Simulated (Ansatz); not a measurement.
## CsYMnSe3: computed property card

CsYMnSe3:
```
CELL_PARAMETERS angstrom
      2.11123    -8.02073     0.00000
      2.11123     8.02073     0.00000
      0.00000     0.00000    11.09683
ATOMIC_POSITIONS crystal
  Cs 0.25955 0.74045 0.25000
  Cs 0.74045 0.25955 0.75000
  Y  0.00000 0.00000 0.00000
  Y  0.00000 0.00000 0.50000
  Mn 0.53942 0.46058 0.25000
  Mn 0.46058 0.53942 0.75000
  Se 0.61682 0.38318 0.05566
  Se 0.38318 0.61682 0.94434
  Se 0.38318 0.61682 0.55566
  Se 0.61682 0.38318 0.44434
  Se 0.94681 0.05319 0.25000
  Se 0.05319 0.94681 0.75000
```
The run is spin-polarised; directions of the spins, atom by atom: 0 0 0 0 ↑ ↑ 0 0 0 0 0 0.

Space group Cmcm (No. 63); conventional cell a = 4.222 Å, b = 16.041 Å, c = 11.097 Å, α = 90.00°, β = 90.00°, γ = 90.00°.

Method: r²SCAN (plane waves, PAW; program Ansatz). Geometry: relaxed at this level of theory. Other levels are named where they apply.

**Cell and energy**

- Volume per atom = 31.32 Å³
- Density = 4.54 g/cm³
- Formation energy from the elements (no fitted shifts) = -1.70 eV/atom

**Electronic structure**

* **Band gap**: 1.25 eV (indirect)
* **Valence-band maximum**: at Γ
* **Conduction-band minimum**: on the Y–C0 line, 94 % of the way from Y (k = 0.281, 0.281, 0.000 in fractions of the reciprocal vectors) (2 equivalent valleys)
* **Smallest direct gap on the standard path**: 1.77 eV
* **Electron effective mass**: 0.81, 3.0, 17 mₑ (principal values)
* **Hole effective mass**: 0.24, 1.2, 4.0 mₑ (principal values)

**Magnetism**

- Magnetic order = ferromagnetic
- Net moment = 0.83 μB per atom

The workflow started from a Materials Project entry (that database holds measured and hypothetical structures alike); the Crystallography Open Database copy checked does not list it. Whether it is the stable phase at ambient conditions was not checked. Symmetry was held in the r²SCAN relaxation; whether a distortion lowers the energy is not shown. Magnetic state: ferromagnetic, the only order run, not a proven ground state. The program gave a warning on the electronic state, which may not be the lowest. No Hubbard U is applied. The references are the lowest solids computed at this level, not always the standard phases. The manganese reference at this level is a Cmcm phase, not α-Mn. Spin–orbit coupling is left out wherever it is not named.

Potentials: the later of the program's two PAW sets.
